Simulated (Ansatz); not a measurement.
A plane-wave DFT run in Ansatz 0.2.0 (scalar-relativistic PAW potentials unless the input names others): input and command.

```yaml
crystal:
  lattice:
    - [2.0885136689, -1.2058866742, -0.0125715011]
    - [2.0885136689, 1.2058866742, -0.0125715011]
    - [-1.3777474494, 0.0, 2.7194503554]
  atoms:
    - { symbol: C, position: [0.8341103833, 0.8341103833, 0.0023281969] }
    - { symbol: C, position: [0.1658896167, 0.1658896167, 0.9976718031] }
kpoints:
  mp_grid: { grid: [18, 18, 14] }
hamiltonian:
  xc: lda
  pseudopotentials: { kind: paw, source: ansatz }
scf:
  occupations: { method: gaussian, width: 0.01 }
output:
  forces: true
  eigenvalues: true
  stress: true
```

```bash
ansatz run input.yaml --threads 1 --pin off --max-ram 3072MiB --backend cpu --events-out ev --progress --plain --runs-dir out
```

Abridged log:
```
Basis set: ecut = 820 eV, 721 PW (Γ)
Bands: 8, of which v1, the nominal top of the filled ones, is band 4 counted from 1 (3 counted from 0)
Symmetry: 4 space group operations
k-points: 1208 of 4536
SCF iter   1: F=—  HF=-487.186082 eV  |F-HF|=—  |Δ(HF+E_count)|=         —  Δρ=1.63e-1  dr2=2.88e0  ethr=3.10e-3  ⟨swp⟩=6.1  Hψ=85703  notcnv=0
SCF iter   2: F=—  HF=-485.964302 eV  |F-HF|=—  |Δ(HF+E_count)|=    1.22e0  Δρ=6.23e-2  dr2=3.72e-1  ethr=3.10e-3  ⟨swp⟩=3.0  Hψ=31441  notcnv=0
SCF iter   3: F=—  HF=-485.798128 eV  |F-HF|=—  |Δ(HF+E_count)|=   1.66e-1  Δρ=5.01e-3  dr2=1.13e-3  ethr=3.10e-3  ⟨swp⟩=2.7  Hψ=23753  notcnv=0
SCF iter   4: F=—  HF=-485.798306 eV  |F-HF|=—  |Δ(HF+E_count)|=   1.77e-4  Δρ=2.22e-4  dr2=7.94e-6  ethr=1.42e-5  ⟨swp⟩=2.6  Hψ=23377  notcnv=0
SCF iter   5: F=—  HF=-485.798303 eV  |F-HF|=—  |Δ(HF+E_count)|=   2.20e-6  Δρ=5.57e-5  dr2=1.29e-7  ethr=9.92e-8  ⟨swp⟩=2.5  Hψ=14128  notcnv=0
SCF iter   6: F=-485.798303 eV  HF=-485.798303 eV  |F-HF|=6.25e-10  |Δ(HF+E_count)|=   3.57e-8  Δρ=3.41e-6  dr2=1.34e-9  ethr=1.25e-9  ⟨swp⟩=5.9  Hψ=51720  notcnv=0
SCF 1 converged in 6 iterations: F = -485.798303 eV  dr2 = 1.34e-9
SCF converged after 6 iterations
Free energy (F): -485.798303 eV
Harris-Foulkes:  -485.798303 eV  (|F-HF|=6.25e-10)
Internal energy: -485.798303 eV  (E = F + TS)
E sigma→0 (E₀):  -485.798303 eV
Fermi energy:    10.169089 eV
--- Forces (eV/Å), atoms counted from 1 ---
  atom   1  C      0.00008913     0.00000000     0.00041490
  atom   2  C     -0.00008913     0.00000000    -0.00041490
--- Stress (GPa, compression-positive) ---
       21.899416       0.000000       0.000863
        0.000000      21.898704       0.000000
        0.000863       0.000000      22.020702
  P = ⅓ Tr σ = 21.9396 GPa (219.396 kbar)
```

Apart from outputs, empty bands and the relaxation, which only the reference makes, the input differs from a reference run on usual settings in hamiltonian.pseudopotentials: not typed → {"kind": "paw", "source": "ansatz"}; basis.ecutwfc: 420 → not typed. The reference, at the same geometry, ended its own course with pressure 22.01 GPa, largest force 0.000 eV/Å, gap on the mesh 0.21 eV. This run converged in 6 SCF iterations with a total energy on another zero, pressure 21.94 GPa, largest force 0.000 eV/Å, gap on the mesh 0.21 eV.

The run took 6.8 s on 1 thread of AMD EPYC 9R45 96-Core Processor (Zen 5) (shared host), peak memory 0.68 GiB.